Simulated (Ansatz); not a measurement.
# rocksalt-structured TiN

Computed with Ansatz (plane waves, PAW, 500 eV cutoff): r²SCAN, scalar-relativistic, collinear spin, 14×14×14 k-mesh, Gaussian smearing of 0.05 eV. The datasets are Ansatz's generated set soft_2.

```cif
data_structure
_symmetry_space_group_name_H-M 'P 1'
_symmetry_Int_Tables_number 1
_cell_length_a 2.9928
_cell_length_b 2.9928
_cell_length_c 2.9928
_cell_angle_alpha 60.000
_cell_angle_beta 60.000
_cell_angle_gamma 60.000
_cell_volume 18.96
loop_
_atom_site_label
_atom_site_type_symbol
_atom_site_fract_x
_atom_site_fract_y
_atom_site_fract_z
_atom_site_occupancy
Ti1 Ti 0.50000 0.50000 0.50000 1
N1 N 0.00000 0.00000 0.00000 1
```

The start was a prototype's sites filled with these elements; the Crystallography Open Database holds the compound in this structure.

Cell and atoms are those of this level's equilibrium.

- Space group: Fm-3m (No. 225)
- Volume: 9.48 Å³/atom
- Band gap: zero (metallic)
- Density of states at the Fermi level: 0.41 states/(eV·atom)
- Bader charges: Ti 1.84; N -1.84 e
- Formation energy from the elements (0 K, uncorrected): -1.95 eV/atom
- Bulk modulus (Birch–Murnaghan): 296 GPa
- Pressure derivative B0′: 4.2

Task: Fill in the site spin moments (r²SCAN).

Result: none.

With 17 valence electrons in the calculation's cell and no magnetic order, the bands, two electrons each, can't all be full or empty: band theory demands a metal. (Only strong correlation, outside this picture, could make a Mott insulator of it.)

**The experiment.** The Crystallography Open Database holds a cell as deposited of cubic TiN (space group Fm-3m), temperature not stated (1963): a = 4.235 Å, 9.49 Å³/atom.

**Comparison.** The computed cell (4.233 Å, 9.48 Å³/atom) differs from the database's by −0.2 % in volume, about −0.1 % in length. Agreement this close is partly luck: the calculation is for a static lattice, the crystal has zero-point motion and thermal expansion.
